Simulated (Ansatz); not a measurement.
KB₃H₈ — quadrupolar parameters

The cell is a structure deposited in the COD whose atoms were relaxed with PBE, the cell held.

```yaml
crystal:
  lattice:
    - [3.71281, -4.04043, 0.00000]
    - [3.71281, 4.04043, 0.00000]
    - [0.00000, 0.00000, 8.19595]
  atoms:
    - { symbol: K, position: [0.66545, 0.33455, 0.75000] }
    - { symbol: K, position: [0.33455, 0.66545, 0.25000] }
    - { symbol: B, position: [0.28055, 0.71945, 0.64035] }
    - { symbol: B, position: [0.71945, 0.28055, 0.14035] }
    - { symbol: B, position: [0.71945, 0.28055, 0.35965] }
    - { symbol: B, position: [0.28055, 0.71945, 0.85965] }
    - { symbol: B, position: [0.09117, 0.90883, 0.75000] }
    - { symbol: B, position: [0.90883, 0.09117, 0.25000] }
    - { symbol: H, position: [0.20290, 0.52065, 0.58902] }
    - { symbol: H, position: [0.79710, 0.47935, 0.08902] }
    - { symbol: H, position: [0.52065, 0.20290, 0.41098] }
    - { symbol: H, position: [0.47935, 0.79710, 0.91098] }
    - { symbol: H, position: [0.79710, 0.47935, 0.41098] }
    - { symbol: H, position: [0.20290, 0.52065, 0.91098] }
    - { symbol: H, position: [0.47935, 0.79710, 0.58902] }
    - { symbol: H, position: [0.52065, 0.20290, 0.08902] }
    - { symbol: H, position: [0.13744, 0.86256, 0.57697] }
    - { symbol: H, position: [0.86256, 0.13744, 0.07697] }
    - { symbol: H, position: [0.86256, 0.13744, 0.42303] }
    - { symbol: H, position: [0.13744, 0.86256, 0.92303] }
    - { symbol: H, position: [0.87293, 0.85313, 0.75000] }
    - { symbol: H, position: [0.12707, 0.14687, 0.25000] }
    - { symbol: H, position: [0.85313, 0.87293, 0.25000] }
    - { symbol: H, position: [0.14687, 0.12707, 0.75000] }
```

Atom numbers follow the list; atoms alike are taken as one site, whose name carries the number of the first.

Computed with Ansatz: DFT, PBE, plane waves and PAW, scalar-relativistic, 420 eV cutoff, Γ-centred 5×5×4 k-points, Fermi–Dirac smearing 0.05 eV.

V_zz is the principal component of the electric field gradient with the largest magnitude, η = (V_xx − V_yy)/V_zz and C_Q = eQV_zz/h. Directions are in the Cartesian axes of the cell vectors above, for the atom listed; none is given where the gradient is under 0.02 or η is above 0.95.

Task: Which values are expected at the nuclei?

Result: 

```csv
site,first atom,first shell,V_zz (10²¹ V/m²),η,"direction of V_zz (x, y, z)"
K,1,18 H at 2.96–3.31 Å; also 4 B at 3.23–3.24 Å,0.94,0.51,1.00 0.00 0.00
B3,3,"3 H at 1.21–1.27 Å, 2 B at 1.77–1.80 Å; also 2 K at 3.23–3.24 Å",0.99,0.76,0.00 0.93 -0.36
B7,7,"4 H at 1.21–1.47 Å, 2 B at 1.77 Å",2.17,0.56,0.00 0.00 1.00
H9,9,1 B at 1.21 Å,1.84,0.03,0.84 0.41 0.35
H17,17,"2 B at 1.27–1.47 Å, angle 81°",1.24,0.74,0.00 0.91 -0.42
H21,21,1 B at 1.21 Å,1.84,0.02,0.84 -0.54 0.00
```

At H9 and H21 V_zz points along its bond to B (within 1°) in each case. At H17 V_zz points along the shorter of its two bonds, to B (within 1°).
